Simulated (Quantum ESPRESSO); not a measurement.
# Hf3AlO7F: one run as intended and one with a planted mistake

A calculation, not a measurement. The program is pw.x of Quantum ESPRESSO 7.5 (plane-wave density functional theory). The cell is made up: 12 atoms on a rutile lattice, with randomly drawn elements, strain and displacements, not relaxed. PseudoDojo standard norm-conserving files (v0.5 for PBE, v0.4.1 for LDA and PBEsol) set the functional; there is no spin polarisation, spin-orbit coupling or dispersion term, and the masses in the input are unused placeholders.

The hafnium pseudopotential is less sure than the others, with forces about 3 percent (worst 6) and pressure in oxides about 1.5 GPa (worst 2.7) from a second method in checks, which no rerun with the same files tests.

Intended input:

```
&control calculation='scf', pseudo_dir='./dojo.nc.sr.pbe.v0_5.standard.upf', outdir='./o', disk_io='low', tprnfor=.true., tstress=.true. /
&system ibrav=0, nat=12, ntyp=4, nbnd=50, ecutwfc=84.00895049, nosym=.true., tot_charge=0,
 occupations='smearing', smearing='fd', degauss=0.0018374661
/
&electrons conv_thr=7.350e-09, electron_maxstep=60, /
ATOMIC_SPECIES
Al 1.0 Al.upf
F 1.0 F.upf
Hf 1.0 Hf.upf
O 1.0 O.upf
CELL_PARAMETERS angstrom
4.8037 0.0156 -0.0511
0.0156 4.809 0.0117
-0.0676 0.0155 6.56
ATOMIC_POSITIONS angstrom
Hf 0.0207 0.04 -0.0039
Hf 2.4671 2.3123 1.5864
Al 0.0801 -0.0902 3.3329
Hf 2.2765 2.5026 4.8449
O 1.453 1.4993 0.001
O 3.605 3.349 0.0139
F 3.867 0.925 1.6757
O 0.984 3.8033 1.6538
O 1.4292 1.4499 3.2362
O 3.3243 3.3746 3.2499
O 3.725 1.0188 4.9976
O 0.8851 3.9186 4.9093
K_POINTS automatic
5 5 4 1 1 1
```

The log is shortened where brackets say so; the opening notice, blank lines, dates and the lines on written files are dropped, and the path of the files is cut. It prints rydbergs, bohrs and kilobars, and counts compression as positive stress. Where no state is partly filled, the Fermi energy that it prints is only some level between the filled and the empty states on the mesh, and need not lie in the true gap.

Log of the intended run:

```
     Program PWSCF v.7.5
     Parallel version (MPI & OpenMP), running on       4 processor cores
     Number of MPI processes:                 4
     Threads/MPI process:                     1
     [start-up lines left out]
     bravais-lattice index     =            0
     lattice parameter (alat)  =       9.0782  a.u.
     unit-cell volume          =    1022.5307 (a.u.)^3
     number of atoms/cell      =           12
     number of atomic types    =            4
     number of electrons       =        88.00
     number of Kohn-Sham states=           50
     kinetic-energy cutoff     =      84.0090  Ry
     charge density cutoff     =     336.0358  Ry
     scf convergence threshold =      7.3E-09
     mixing beta               =       0.7000
     number of iterations used =            8  plain     mixing
     Exchange-correlation= PBE
                           (   1   4   3   4   0   0   0)
     [axes and pseudopotential details left out]
   Cartesian axes
     site n.     atom                  positions (alat units)
         1        Hf     tau(   1) = (   0.0043089   0.0083264  -0.0008118  )
         2        Hf     tau(   2) = (   0.5135515   0.4813283   0.3302250  )
         3        Al     tau(   3) = (   0.0166736  -0.0187760   0.6937764  )
         4        Hf     tau(   4) = (   0.4738762   0.5209412   1.0085143  )
         5        O      tau(   5) = (   0.3024565   0.3120943   0.0002082  )
         6        O      tau(   6) = (   0.7504168   0.6971278   0.0028934  )
         7        F      tau(   7) = (   0.8049547   0.1925480   0.3488137  )
         8        O      tau(   8) = (   0.2048294   0.7916949   0.3442550  )
         9        O      tau(   9) = (   0.2975023   0.3018112   0.6736474  )
        10        O      tau(  10) = (   0.6919863   0.7024567   0.6764992  )
        11        O      tau(  11) = (   0.7753960   0.2120734   1.0403004  )
        12        O      tau(  12) = (   0.1842424   0.8156957   1.0219198  )
     number of k points=    50  Fermi-Dirac smearing, width (Ry)=  0.0018
                       cart. coord. in units 2pi/alat
        k(    1) = (   0.1006659   0.0993448   0.0923422), wk =   0.0400000
        k(    2) = (   0.1026151   0.0988930   0.2754425), wk =   0.0400000
     [further k points left out]
     Dense  grid:   106431 G-vectors     FFT dimensions: (  54,  54,  75)
     Estimated max dynamical RAM per process >     310.59 MB
     Estimated total dynamical RAM >       1.14 GB
     Initial potential from superposition of free atoms
     starting charge      87.9920, renormalised to      88.0000
     Starting wfcs are   66 randomized atomic wfcs
     total cpu time spent up to now is        7.6 secs
     per-process dynamical memory:   236.1 Mb
     Self-consistent Calculation
     iteration #  1     ecut=    84.01 Ry     beta= 0.70
     Davidson diagonalization with overlap
     ethr =  1.00E-02,  avg # of iterations =  2.0
     total cpu time spent up to now is       21.2 secs
     total energy              =    -623.43125746 Ry
     estimated scf accuracy    <       4.12804026 Ry
     iteration #  2     ecut=    84.01 Ry     beta= 0.70
     Davidson diagonalization with overlap
     ethr =  4.69E-03,  avg # of iterations =  3.7
     total cpu time spent up to now is       39.9 secs
     total energy              =    -623.94679152 Ry
     estimated scf accuracy    <       7.38233612 Ry
     [iterations 3 to 12 left out]
     iteration # 13     ecut=    84.01 Ry     beta= 0.70
     Davidson diagonalization with overlap
     ethr =  5.73E-10,  avg # of iterations =  2.0
     total cpu time spent up to now is      229.5 secs
     total energy              =    -625.46015506 Ry
     estimated scf accuracy    <       0.00000003 Ry
     iteration # 14     ecut=    84.01 Ry     beta= 0.70
     Davidson diagonalization with overlap
     ethr =  3.86E-11,  avg # of iterations =  4.0
     total cpu time spent up to now is      247.7 secs
     End of self-consistent calculation
     [lines on levels left out]
     the Fermi energy is     9.8078 ev
!    total energy              =    -625.46015508 Ry
     estimated scf accuracy    <          4.1E-09 Ry
     smearing contrib. (-TS)   =       0.00000000 Ry
     internal energy E=F+TS    =    -625.46015508 Ry
     The total energy is F=E-TS. E is the sum of the following terms:
     one-electron contribution =    -189.74549276 Ry
     hartree contribution      =     139.81471403 Ry
     xc contribution           =    -157.57355081 Ry
     ewald contribution        =    -417.95582554 Ry
     convergence has been achieved in  14 iterations
     Forces acting on atoms (cartesian axes, Ry/au):
     atom    1 type  3   force =     0.03414463   -0.03888907   -0.08347737
     atom    2 type  3   force =    -0.11126564    0.15671037    0.04337093
     atom    3 type  1   force =     0.02516878   -0.03766010    0.02920645
     atom    4 type  3   force =     0.06807849   -0.04112542   -0.03007754
     atom    5 type  4   force =     0.03694557    0.02309626    0.01063187
     atom    6 type  4   force =    -0.10486916   -0.06592199    0.01889742
     atom    7 type  2   force =     0.05734663   -0.05651320    0.02838172
     atom    8 type  4   force =    -0.01649698    0.04621871    0.02972835
     atom    9 type  4   force =    -0.02595988   -0.03110559   -0.00620188
     atom   10 type  4   force =     0.03744655    0.02368960   -0.00976996
     atom   11 type  4   force =     0.03501246   -0.03061842   -0.01554751
     atom   12 type  4   force =    -0.03555144    0.05211885   -0.01514249
     Total force =     0.311844     Total SCF correction =     0.000118
     Computing stress (Cartesian axis) and pressure
          total   stress  (Ry/bohr**3)                   (kbar)     P=      -63.18
  -0.00019269  -0.00045429   0.00013833          -28.35      -66.83       20.35
  -0.00045429  -0.00018316   0.00001524          -66.83      -26.94        2.24
   0.00013833   0.00001524  -0.00091270           20.35        2.24     -134.26
     init_run     :      7.13s CPU      7.45s WALL (       1 calls)
     electrons    :    239.24s CPU    240.18s WALL (       1 calls)
     forces       :      2.99s CPU      3.02s WALL (       1 calls)
     stress       :     10.69s CPU     10.99s WALL (       1 calls)
     [timing details left out]
     PWSCF        :   4m20.25s CPU   4m21.91s WALL
     JOB DONE.
```

A second run has one planted mistake: the plane-wave cutoff is too low. The input lines that differ, file-writing options aside:

```
- &system ibrav=0, nat=12, ntyp=4, nbnd=50, ecutwfc=84.00895049, nosym=.true., tot_charge=0,
+ &system ibrav=0, nat=12, ntyp=4, nbnd=50, ecutwfc=58.21092633, nosym=.true., tot_charge=0,
```

Its log:

```
     Program PWSCF v.7.5
     Parallel version (MPI & OpenMP), running on       4 processor cores
     Number of MPI processes:                 4
     Threads/MPI process:                     1
     [start-up lines left out]
     bravais-lattice index     =            0
     lattice parameter (alat)  =       9.0782  a.u.
     unit-cell volume          =    1022.5307 (a.u.)^3
     number of atoms/cell      =           12
     number of atomic types    =            4
     number of electrons       =        88.00
     number of Kohn-Sham states=           50
     kinetic-energy cutoff     =      58.2109  Ry
     charge density cutoff     =     232.8437  Ry
     scf convergence threshold =      7.3E-09
     mixing beta               =       0.7000
     number of iterations used =            8  plain     mixing
     Exchange-correlation= PBE
                           (   1   4   3   4   0   0   0)
     [axes and pseudopotential details left out]
   Cartesian axes
     site n.     atom                  positions (alat units)
         1        Hf     tau(   1) = (   0.0043089   0.0083264  -0.0008118  )
         2        Hf     tau(   2) = (   0.5135515   0.4813283   0.3302250  )
         3        Al     tau(   3) = (   0.0166736  -0.0187760   0.6937764  )
         4        Hf     tau(   4) = (   0.4738762   0.5209412   1.0085143  )
         5        O      tau(   5) = (   0.3024565   0.3120943   0.0002082  )
         6        O      tau(   6) = (   0.7504168   0.6971278   0.0028934  )
         7        F      tau(   7) = (   0.8049547   0.1925480   0.3488137  )
         8        O      tau(   8) = (   0.2048294   0.7916949   0.3442550  )
         9        O      tau(   9) = (   0.2975023   0.3018112   0.6736474  )
        10        O      tau(  10) = (   0.6919863   0.7024567   0.6764992  )
        11        O      tau(  11) = (   0.7753960   0.2120734   1.0403004  )
        12        O      tau(  12) = (   0.1842424   0.8156957   1.0219198  )
     number of k points=    50  Fermi-Dirac smearing, width (Ry)=  0.0018
                       cart. coord. in units 2pi/alat
        k(    1) = (   0.1006659   0.0993448   0.0923422), wk =   0.0400000
        k(    2) = (   0.1026151   0.0988930   0.2754425), wk =   0.0400000
     [further k points left out]
     Dense  grid:    61313 G-vectors     FFT dimensions: (  45,  45,  64)
     Estimated max dynamical RAM per process >     183.22 MB
     Estimated total dynamical RAM >     687.96 MB
     Check: negative core charge=   -0.000039
     Initial potential from superposition of free atoms
     starting charge      87.9920, renormalised to      88.0000
     Starting wfcs are   66 randomized atomic wfcs
     total cpu time spent up to now is        5.0 secs
     per-process dynamical memory:   144.8 Mb
     Self-consistent Calculation
     iteration #  1     ecut=    58.21 Ry     beta= 0.70
     Davidson diagonalization with overlap
     ethr =  1.00E-02,  avg # of iterations =  2.0
     total cpu time spent up to now is       13.4 secs
     total energy              =    -623.38854383 Ry
     estimated scf accuracy    <       4.02381689 Ry
     iteration #  2     ecut=    58.21 Ry     beta= 0.70
     Davidson diagonalization with overlap
     ethr =  4.57E-03,  avg # of iterations =  3.7
     total cpu time spent up to now is       24.8 secs
     total energy              =    -623.91104518 Ry
     estimated scf accuracy    <       7.06750314 Ry
     [iterations 3 to 12 left out]
     iteration # 13     ecut=    58.21 Ry     beta= 0.70
     Davidson diagonalization with overlap
     ethr =  7.02E-10,  avg # of iterations =  2.0
     total cpu time spent up to now is      143.7 secs
     total energy              =    -625.35647355 Ry
     estimated scf accuracy    <       0.00000003 Ry
     iteration # 14     ecut=    58.21 Ry     beta= 0.70
     Davidson diagonalization with overlap
     ethr =  3.05E-11,  avg # of iterations =  4.3
     total cpu time spent up to now is      155.5 secs
     End of self-consistent calculation
     [lines on levels left out]
     the Fermi energy is     9.8131 ev
!    total energy              =    -625.35647357 Ry
     estimated scf accuracy    <          7.3E-09 Ry
     smearing contrib. (-TS)   =       0.00000000 Ry
     internal energy E=F+TS    =    -625.35647357 Ry
     The total energy is F=E-TS. E is the sum of the following terms:
     one-electron contribution =    -189.54800818 Ry
     hartree contribution      =     139.67522176 Ry
     xc contribution           =    -157.52786161 Ry
     ewald contribution        =    -417.95582554 Ry
     convergence has been achieved in  14 iterations
     Forces acting on atoms (cartesian axes, Ry/au):
     atom    1 type  3   force =     0.03409394   -0.03876103   -0.08363611
     atom    2 type  3   force =    -0.11135481    0.15655938    0.04331668
     atom    3 type  1   force =     0.02513496   -0.03769433    0.02908721
     atom    4 type  3   force =     0.06806331   -0.04111767   -0.03026327
     atom    5 type  4   force =     0.03674459    0.02292914    0.01066412
     atom    6 type  4   force =    -0.10503519   -0.06560795    0.01897496
     atom    7 type  2   force =     0.05704616   -0.05634293    0.02836236
     atom    8 type  4   force =    -0.01623216    0.04626279    0.02999932
     atom    9 type  4   force =    -0.02573932   -0.03144722   -0.00612694
     atom   10 type  4   force =     0.03764246    0.02363241   -0.00946586
     atom   11 type  4   force =     0.03503199   -0.03046659   -0.01578790
     atom   12 type  4   force =    -0.03539595    0.05205400   -0.01512457
     Total force =     0.311702     Total SCF correction =     0.000140
     Computing stress (Cartesian axis) and pressure
          total   stress  (Ry/bohr**3)                   (kbar)     P=     -166.10
  -0.00089517  -0.00045513   0.00013652         -131.68      -66.95       20.08
  -0.00045513  -0.00088622   0.00001572          -66.95     -130.37        2.31
   0.00013652   0.00001572  -0.00160605           20.08        2.31     -236.26
     init_run     :      4.79s CPU      4.93s WALL (       1 calls)
     electrons    :    149.88s CPU    150.51s WALL (       1 calls)
     forces       :      1.71s CPU      1.74s WALL (       1 calls)
     stress       :      6.11s CPU      6.11s WALL (       1 calls)
     [timing details left out]
     PWSCF        :   2m42.64s CPU   2m43.53s WALL
     JOB DONE.
```

```
                                            intended run  run with the mistake
                          free energy (eV)     -8509.819             -8508.408
                    smearing term -TS (eV)        0.0000                0.0000
                            pressure (GPa)         -6.32                -16.61
            largest force component (eV/Å)         4.029                 4.025
largest change of a force component (eV/Å)                               0.009
                                iterations            14                    14
```

For scale, a rerun of the intended cell at 1437 eV and a 7 x 7 x 6 mesh moved values by no more than 0.004 eV in energy, 0.03 GPa in stress and 0.002 eV/Å in force.